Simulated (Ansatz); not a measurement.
SbPd:
```yaml
crystal:
  lattice:
    - [4.08757, 0.00000, 0.00000]
    - [-2.04378, 3.53994, 0.00000]
    - [0.00000, 0.00000, 5.57221]
  atoms:
    - { symbol: Sb, position: [0.33333, 0.66667, 0.25000] }
    - { symbol: Sb, position: [0.66667, 0.33333, 0.75000] }
    - { symbol: Pd, position: [0.00000, 0.00000, 0.00000] }
    - { symbol: Pd, position: [0.00000, 0.00000, 0.50000] }
```

Relaxed with PBEsol. Special points in fractions of this cell's reciprocal vectors: Γ (0.000, 0.000, 0.000); M (0.500, 0.000, 0.000); K (0.333, 0.333, 0.000); A (0.000, 0.000, 0.500); L (0.500, 0.000, 0.500); H (0.333, 0.333, 0.500).

List the band energies nearest the Fermi level at these points for PBEsol (plane waves, PAW; program Ansatz).

In eV from the Fermi level; about four levels below and three above (degenerate sets whole), none deeper than 8.9 eV; points with the same levels are listed once.

```json
[
 {"k": "Γ", "below": "-3.40 -3.40 -2.35 -2.35 -0.07", "above": "0.53 0.53 2.65"},
 {"k": "M", "below": "-2.36 -2.33 -2.31 -0.74", "above": "1.58 4.00 4.36"},
 {"k": "K", "below": "-2.29 -1.87 -0.53 -0.53", "above": "0.55 0.55 3.41"},
 {"k": "A", "below": "-3.33 -3.33 -3.33 -3.33 -0.54 -0.54", "above": "2.28 2.28 2.28 2.28"},
 {"k": "L", "below": "-3.04 -3.04 -2.72 -2.72", "above": "0.43 0.43 1.82 1.82"},
 {"k": "H", "below": "-2.22 -2.22 -1.79 -1.79", "above": "3.83 3.83 6.45 6.45"}
]
```

Space group P6_3/mmc (NiAs type). The first step of the workflow began from a Materials Project structure, measured or hypothetical; the Crystallography Open Database files this formula in space group No. 194, but the cells were not matched. Its standing as an ambient phase is unchecked. The PBEsol relaxation kept the symmetry of its start; its stability against distortions is not shown here. The run is not spin-polarised. Spin–orbit coupling is left out wherever it is not named.

Potentials: the later of the program's two PAW sets.
